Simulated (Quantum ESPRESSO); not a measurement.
Al2SiZnO6, finding a planted mistake in a log

Computed values, not a measurement. The program is pw.x of Quantum ESPRESSO 7.5 (plane-wave density functional theory). The cell is made up: 10 atoms on a corundum lattice, with randomly drawn elements, strain and displacements, not relaxed. PseudoDojo standard norm-conserving files (v0.5 for PBE, v0.4.1 for LDA and PBEsol) set the functional; there is no spin polarisation, spin-orbit coupling or dispersion term, and the masses in the input are unused placeholders.

Intended input:

```
&control calculation='scf', pseudo_dir='./dojo.nc.sr.pbe.v0_5.standard.upf', outdir='./o', disk_io='medium', tprnfor=.true., tstress=.true. /
&system ibrav=0, nat=10, ntyp=4, nbnd=39, ecutwfc=84.00895049, nosym=.true., tot_charge=0,
 occupations='smearing', smearing='fd', degauss=0.0018374661
/
&electrons conv_thr=7.350e-09, electron_maxstep=60, /
ATOMIC_SPECIES
Al 1.0 Al.upf
O 1.0 O.upf
Si 1.0 Si.upf
Zn 1.0 Zn.upf
CELL_PARAMETERS angstrom
2.4026 1.4374 4.3727
-2.3866 1.3787 4.3825
-0.0428 -2.7775 4.3653
ATOMIC_POSITIONS angstrom
Al 0.0036 0.0699 4.6183
Si 0.0092 0.0474 1.901
Al -0.0888 0.0072 8.498
Zn -0.0074 0.1254 11.2118
O -0.9458 1.3475 7.6159
O -0.7547 -1.4527 7.6492
O 1.6454 0.0896 7.5989
O 0.8739 -1.3933 5.4688
O 0.7789 1.6102 5.4516
O -1.6912 -0.1483 5.5103
K_POINTS automatic
6 6 6 1 1 1
```

The log is shortened where brackets say so; the opening notice, blank lines, dates and the lines on written files are dropped, and the path of the files is cut. It prints rydbergs, bohrs and kilobars, and counts compression as positive stress. Where no state is partly filled, the Fermi energy that it prints is only some level between the filled and the empty states on the mesh, and need not lie in the true gap.

Log of the intended run:

```
     Program PWSCF v.7.5
     Parallel version (MPI & OpenMP), running on       1 processor cores
     Number of MPI processes:                 1
     Threads/MPI process:                     1
     [start-up lines left out]
     bravais-lattice index     =            0
     lattice parameter (alat)  =       9.8119  a.u.
     unit-cell volume          =     591.5221 (a.u.)^3
     number of atoms/cell      =           10
     number of atomic types    =            4
     number of electrons       =        66.00
     number of Kohn-Sham states=           39
     kinetic-energy cutoff     =      84.0090  Ry
     charge density cutoff     =     336.0358  Ry
     scf convergence threshold =      7.3E-09
     mixing beta               =       0.7000
     number of iterations used =            8  plain     mixing
     Exchange-correlation= PBE
                           (   1   4   3   4   0   0   0)
     [axes and pseudopotential details left out]
   Cartesian axes
     site n.     atom                  positions (alat units)
         1        Al     tau(   1) = (   0.0006933   0.0134625   0.8894660  )
         2        Si     tau(   2) = (   0.0017719   0.0091290   0.3661250  )
         3        Al     tau(   3) = (  -0.0171025   0.0013867   1.6366806  )
         4        Zn     tau(   4) = (  -0.0014252   0.0241515   2.1593476  )
         5        O      tau(   5) = (  -0.1821573   0.2595231   1.4667917  )
         6        O      tau(   6) = (  -0.1453522  -0.2797842   1.4732052  )
         7        O      tau(   7) = (   0.3168974   0.0172566   1.4635176  )
         8        O      tau(   8) = (   0.1683096  -0.2683440   1.0532689  )
         9        O      tau(   9) = (   0.1500130   0.3101180   1.0499562  )
        10        O      tau(  10) = (  -0.3257183  -0.0285620   1.0612616  )
     number of k points=   108  Fermi-Dirac smearing, width (Ry)=  0.0018
     Number of k-points >= 100: set verbosity='high' to print them.
     Dense  grid:    61611 G-vectors     FFT dimensions: (  60,  60,  60)
     Estimated max dynamical RAM per process >      92.83 MB
     Initial potential from superposition of free atoms
     starting charge      65.9943, renormalised to      66.0000
     Starting wfcs are   46 randomized atomic wfcs
     total cpu time spent up to now is       21.0 secs
     per-process dynamical memory:    61.1 Mb
     Self-consistent Calculation
     iteration #  1     ecut=    84.01 Ry     beta= 0.70
     Davidson diagonalization with overlap
     ethr =  1.00E-02,  avg # of iterations =  3.0
     total cpu time spent up to now is       83.4 secs
     total energy              =    -634.10706692 Ry
     estimated scf accuracy    <       2.00701955 Ry
     iteration #  2     ecut=    84.01 Ry     beta= 0.70
     Davidson diagonalization with overlap
     ethr =  3.04E-03,  avg # of iterations =  2.1
     total cpu time spent up to now is      151.0 secs
     total energy              =    -634.71217701 Ry
     estimated scf accuracy    <       1.42099165 Ry
     [iterations 3 to 9 left out]
     iteration # 10     ecut=    84.01 Ry     beta= 0.70
     Davidson diagonalization with overlap
     ethr =  5.29E-10,  avg # of iterations =  2.0
     total cpu time spent up to now is      680.1 secs
     total energy              =    -634.96610267 Ry
     estimated scf accuracy    <       0.00000002 Ry
     iteration # 11     ecut=    84.01 Ry     beta= 0.70
     Davidson diagonalization with overlap
     ethr =  2.94E-11,  avg # of iterations =  2.6
     total cpu time spent up to now is      736.6 secs
     End of self-consistent calculation
     Number of k-points >= 100: set verbosity='high' to print the bands.
     the Fermi energy is    11.7512 ev
!    total energy              =    -634.96610267 Ry
     estimated scf accuracy    <          3.0E-09 Ry
     smearing contrib. (-TS)   =       0.00000000 Ry
     internal energy E=F+TS    =    -634.96610267 Ry
     The total energy is F=E-TS. E is the sum of the following terms:
     one-electron contribution =    -421.66830017 Ry
     hartree contribution      =     252.42273611 Ry
     xc contribution           =    -103.85245338 Ry
     ewald contribution        =    -361.86808523 Ry
     convergence has been achieved in  11 iterations
     Forces acting on atoms (cartesian axes, Ry/au):
     atom    1 type  1   force =    -0.02368326   -0.02444944   -0.02168438
     atom    2 type  3   force =     0.00012264   -0.02545668    0.04351900
     atom    3 type  1   force =     0.06458332    0.01773679   -0.01619805
     atom    4 type  4   force =     0.00229551   -0.13993542    0.01512505
     atom    5 type  2   force =    -0.08085556   -0.02920739    0.00778132
     atom    6 type  2   force =     0.12227712   -0.08510362    0.02702721
     atom    7 type  2   force =    -0.10459470    0.25519038    0.09735050
     atom    8 type  2   force =    -0.08875843   -0.03800052   -0.04000924
     atom    9 type  2   force =     0.07828705   -0.09099578   -0.02277890
     atom   10 type  2   force =     0.03032631    0.16022167   -0.09013251
     Total force =     0.453007     Total SCF correction =     0.000099
     Computing stress (Cartesian axis) and pressure
          total   stress  (Ry/bohr**3)                   (kbar)     P=       84.19
   0.00055815  -0.00047189  -0.00004239           82.11      -69.42       -6.24
  -0.00047189   0.00074340   0.00019137          -69.42      109.36       28.15
  -0.00004239   0.00019137   0.00041529           -6.24       28.15       61.09
     init_run     :     17.05s CPU     20.93s WALL (       1 calls)
     electrons    :    686.29s CPU    715.58s WALL (       1 calls)
     forces       :      7.96s CPU      8.07s WALL (       1 calls)
     stress       :     37.26s CPU     37.38s WALL (       1 calls)
     [timing details left out]
     PWSCF        :  12m28.99s CPU  13m 4.09s WALL
     JOB DONE.
```

A second run was made from an input with one planted mistake. Its log:

```
     Program PWSCF v.7.5
     Parallel version (MPI & OpenMP), running on       1 processor cores
     Number of MPI processes:                 1
     Threads/MPI process:                     1
     [start-up lines left out]
     bravais-lattice index     =            0
     lattice parameter (alat)  =       9.8119  a.u.
     unit-cell volume          =     591.5221 (a.u.)^3
     number of atoms/cell      =           10
     number of atomic types    =            4
     number of electrons       =        66.00
     number of Kohn-Sham states=           39
     kinetic-energy cutoff     =      84.0090  Ry
     charge density cutoff     =     336.0358  Ry
     scf convergence threshold =      7.3E-09
     mixing beta               =       0.7000
     number of iterations used =            8  plain     mixing
     Exchange-correlation= PBESOL
                           (   1   4  10   8   0   0   0)
     [axes and pseudopotential details left out]
   Cartesian axes
     site n.     atom                  positions (alat units)
         1        Al     tau(   1) = (   0.0006933   0.0134625   0.8894660  )
         2        Si     tau(   2) = (   0.0017719   0.0091290   0.3661250  )
         3        Al     tau(   3) = (  -0.0171025   0.0013867   1.6366806  )
         4        Zn     tau(   4) = (  -0.0014252   0.0241515   2.1593476  )
         5        O      tau(   5) = (  -0.1821573   0.2595231   1.4667917  )
         6        O      tau(   6) = (  -0.1453522  -0.2797842   1.4732052  )
         7        O      tau(   7) = (   0.3168974   0.0172566   1.4635176  )
         8        O      tau(   8) = (   0.1683096  -0.2683440   1.0532689  )
         9        O      tau(   9) = (   0.1500130   0.3101180   1.0499562  )
        10        O      tau(  10) = (  -0.3257183  -0.0285620   1.0612616  )
     number of k points=   108  Fermi-Dirac smearing, width (Ry)=  0.0018
     Number of k-points >= 100: set verbosity='high' to print them.
     Dense  grid:    61611 G-vectors     FFT dimensions: (  60,  60,  60)
     Estimated max dynamical RAM per process >      92.83 MB
     Initial potential from superposition of free atoms
     starting charge      65.9946, renormalised to      66.0000
     Starting wfcs are   46 randomized atomic wfcs
     total cpu time spent up to now is       33.8 secs
     per-process dynamical memory:    77.1 Mb
     Self-consistent Calculation
     iteration #  1     ecut=    84.01 Ry     beta= 0.70
     Davidson diagonalization with overlap
     ethr =  1.00E-02,  avg # of iterations =  3.0
     total cpu time spent up to now is      102.8 secs
     total energy              =    -633.37246940 Ry
     estimated scf accuracy    <       1.85146046 Ry
     iteration #  2     ecut=    84.01 Ry     beta= 0.70
     Davidson diagonalization with overlap
     ethr =  2.81E-03,  avg # of iterations =  2.2
     total cpu time spent up to now is      182.1 secs
     total energy              =    -633.93171054 Ry
     estimated scf accuracy    <       1.36240063 Ry
     [iterations 3 to 9 left out]
     iteration # 10     ecut=    84.01 Ry     beta= 0.70
     Davidson diagonalization with overlap
     ethr =  3.88E-10,  avg # of iterations =  2.0
     total cpu time spent up to now is      693.1 secs
     total energy              =    -634.17577696 Ry
     estimated scf accuracy    <       0.00000002 Ry
     iteration # 11     ecut=    84.01 Ry     beta= 0.70
     Davidson diagonalization with overlap
     ethr =  2.50E-11,  avg # of iterations =  2.3
     total cpu time spent up to now is      765.1 secs
     End of self-consistent calculation
     Number of k-points >= 100: set verbosity='high' to print the bands.
     the Fermi energy is    11.5461 ev
!    total energy              =    -634.17577696 Ry
     estimated scf accuracy    <          2.2E-09 Ry
     smearing contrib. (-TS)   =       0.00000000 Ry
     internal energy E=F+TS    =    -634.17577696 Ry
     The total energy is F=E-TS. E is the sum of the following terms:
     one-electron contribution =    -421.25866251 Ry
     hartree contribution      =     251.58743718 Ry
     xc contribution           =    -102.63646640 Ry
     ewald contribution        =    -361.86808523 Ry
     convergence has been achieved in  11 iterations
     Forces acting on atoms (cartesian axes, Ry/au):
     atom    1 type  1   force =    -0.02340354   -0.02443586   -0.02184479
     atom    2 type  3   force =     0.00018624   -0.02500303    0.04405321
     atom    3 type  1   force =     0.06423622    0.01764216   -0.01470808
     atom    4 type  4   force =     0.00267883   -0.13371860    0.01443624
     atom    5 type  2   force =    -0.08086940   -0.02489681    0.00430036
     atom    6 type  2   force =     0.11579269   -0.08575500    0.02215661
     atom    7 type  2   force =    -0.09751477    0.24634264    0.09082995
     atom    8 type  2   force =    -0.08397631   -0.03901166   -0.03610861
     atom    9 type  2   force =     0.07677421   -0.08548311   -0.01925987
     atom   10 type  2   force =     0.02609584    0.15431926   -0.08385501
     Total force =     0.434500     Total SCF correction =     0.000090
     Computing stress (Cartesian axis) and pressure
          total   stress  (Ry/bohr**3)                   (kbar)     P=       18.73
   0.00011042  -0.00046220  -0.00004077           16.24      -67.99       -6.00
  -0.00046220   0.00029129   0.00018193          -67.99       42.85       26.76
  -0.00004077   0.00018193  -0.00001979           -6.00       26.76       -2.91
     init_run     :     31.27s CPU     33.62s WALL (       1 calls)
     electrons    :    693.90s CPU    731.31s WALL (       1 calls)
     forces       :     11.13s CPU     11.24s WALL (       1 calls)
     stress       :     40.30s CPU     40.43s WALL (       1 calls)
     [timing details left out]
     PWSCF        :  12m57.00s CPU  13m37.32s WALL
     JOB DONE.
```

Question: what was wrong in the second input?

Answer: the files are those of another functional. The input lines that differ, file-writing options aside:

```
- &control calculation='scf', pseudo_dir='./dojo.nc.sr.pbe.v0_5.standard.upf', outdir='./o', disk_io='medium', tprnfor=.true., tstress=.true. /
+ &control calculation='scf', pseudo_dir='./dojo.nc.sr.pbesol.v0_4_1.standard.upf', outdir='./o', disk_io='medium', tprnfor=.true., tstress=.true. /
```

|  | intended run | run with the mistake |
| --- | --- | --- |
| free energy (eV) | -8639.154 | -8628.401 |
| smearing term -TS (eV) | 0.0000 | 0.0000 |
| pressure (GPa) | 8.42 | 1.87 |
| largest force component (eV/Å) | 6.561 | 6.334 |
| largest change of a force component (eV/Å) |  | 0.227 |
| iterations | 11 | 11 |

For scale, a rerun of the intended cell at a cutoff of 1437 eV and k mesh 8 x 8 x 8 moved values by no more than 0.003 eV in energy, 0.04 GPa in stress and 0.002 eV/Å in force. Files of another functional have another zero of energy, so the energy change says nothing on stability.